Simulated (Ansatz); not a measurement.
## MoS2: field gradients at two levels of theory

Cell: a computed structure from the Materials Project (it need not be an observed phase), its atoms then relaxed with PBE in this cell.

Space group P6_3/mmc (No. 194); a = 3.1854, c = 13.1784 Å, γ = 120.00°.

| site | Wyckoff | site symmetry | x | y | z |
| --- | --- | --- | --- | --- | --- |
| Mo | 2b | -6m2 | 0.0000 | 0.0000 | 0.2500 |
| S | 4f | 3m. | 0.3333 | 0.6667 | 0.3684 |

One atom of each set is listed.

First run. The numbers come from a DFT calculation in Ansatz (PBE, plane waves and PAW, scalar-relativistic, collinear spin, 420 eV cutoff, Γ-centred 11×11×3 k-points, Fermi–Dirac smearing 0.02 eV). Start moments as typed (μB): 2 on each Mo, none on the rest.

| site | V_zz (10²¹ V/m²) | η |
| --- | --- | --- |
| Mo | -7.65 | 0.00 |
| S | -5.59 | 0.00 |

Second run. The same atoms and settings, except that the functional is LDA.

(1) What does the second run give?

## Answers

(1) 

```json
{"site": "Mo", "V_zz": "-7.75", "η": "0.00", "change of V_zz": "-0.10"}
{"site": "S", "V_zz": "-5.62", "η": "0.00", "change of V_zz": "-0.03"}
```

The largest change of V_zz is on Mo, from -7.65 to -7.75. In per cent, |V_zz| changes by +1 on Mo, +1 on S (all sites that start above 0.5).

The start moments die out, and the run ends without spin.
For the first run: Without spin–orbit coupling (the program notes it for Mo) the gradients are little affected as a rule: paired runs on crystals with a gap mostly move them by under 2 % at such atoms.
For the second run: At this cell the LDA pressure is -6 GPa, so with LDA the cell would shrink if it were relaxed. The largest force is 0.5 eV/Å, so the atoms aren't at the calculated equilibrium and relaxing them would move these values. Without spin–orbit coupling (the program notes it for Mo) the gradients can shift somewhat, as the gap is small.
